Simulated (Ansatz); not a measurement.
TeO2:
```
CELL_PARAMETERS angstrom
      0.00000     2.83776    -2.50716
      0.00000     2.83776     2.50716
      6.04333     0.00000     0.00000
ATOMIC_POSITIONS crystal
  Te 0.90657 0.09343 0.00000
  Te 0.40657 0.59343 0.50000
  O  0.34355 0.00515 0.84463
  O  0.99485 0.65645 0.15537
  O  0.84355 0.50515 0.65537
  O  0.49485 0.15645 0.34463
```

Relaxed with r²SCAN+D4.

Task: Give the Bader charges and basin volumes of the independent atoms, r²SCAN+D4 (plane waves, PAW; program Ansatz).

Result: 

```
atom  Bader charge (e)  Bader volume (Å³)
----  ----------------  -----------------
Te1              +2.37               15.6
O3               -1.18               13.7
```

Space group Aea2. The start of the workflow was typed in or built on a structure type; neither database checked (COD, Materials Project) lists it. COD files the formula under space group No. 19, 61, 92, 136. Its standing as an ambient phase is unchecked. The r²SCAN+D4 relaxation kept the symmetry of its start; whether a distortion lowers the energy is not shown. The volume moved by -58 % from the start of the relaxation. Scalar-relativistic: spin–orbit coupling is off unless named, which matters more the heavier the elements.

Potentials: the later of the program's two PAW sets.
